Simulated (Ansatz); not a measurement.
## MoS₂: from a starting cell to a relaxed one

The start is a generated cell, MoS2 built in the rutile structure type. The structure is fully relaxed (lattice and positions, P = 0) with PBE (plane waves to 420 eV, PAW, scalar-relativistic; Ansatz, a quantum-chemistry and plane-wave program). The first steps use a coarse 4×4×6 k-mesh.

Initial structure:
```
MoS2
1.0
    5.81953     0.00000     0.00000
    0.00000     5.81953     0.00000
    0.00000     0.00000     3.74781
Mo S
2 4
Direct
  0.00000   0.00000   0.00000
  0.50000   0.50000   0.50000
  0.30496   0.30496   0.00000
  0.80496   0.19504   0.50000
  0.19504   0.80496   0.50000
  0.69504   0.69504   0.00000
```

```json
{
  "initial_pressure": "-10 GPa (negative: the cell is under tension)",
  "largest_initial_force": "about 0.3 eV/Å, on S3, S4, S5, S6 (atoms numbered as listed)",
  "outcome": "The space group stays P4₂/mnm (No. 136) (the run could not lower it); the end is rutile type, with 6 atoms in the primitive cell",
  "energy_released": "0.19 eV/atom",
  "volume_change": "-12.1 %, from 21.15 to 18.59 Å³/atom",
  "band_gap_at_the_end": "zero (metallic)",
  "optimiser_moves": "10"
}
```

Relaxed structure:

```cif
data_Mo2S4
_chemical_formula_sum 'Mo2 S4'
_space_group_name_H-M_alt 'P42/mnm'
_space_group_IT_number 136
_space_group_name_Hall '-P 4n 2n'
_cell_length_a 5.87179
_cell_length_b 5.87179
_cell_length_c 3.23563
_cell_angle_alpha 90.000
_cell_angle_beta 90.000
_cell_angle_gamma 90.000
loop_
_atom_site_label
_atom_site_type_symbol
_atom_site_symmetry_multiplicity
_atom_site_Wyckoff_symbol
_atom_site_fract_x
_atom_site_fract_y
_atom_site_fract_z
_atom_site_occupancy
Mo1 Mo 2 a 0.00000 0.00000 0.00000 1
S1 S 4 g 0.21290 0.21290 0.50000 1
```

Final values are on a 8×8×14 k-mesh of the relaxed cell. No spin polarisation in the result.

The run could not lower the symmetry of its start; a shaken copy of this end point relaxes with PBE to P2₁2₁2 (No. 18), 0.07 eV/atom lower.

The relaxed structure here is a generated cell of MoS2: the first start was made by placing the elements on the sites of a structure type, and the end was not matched to a known phase here, so it may be hypothetical. Known forms of MoS2 include space group No. 160, 194.
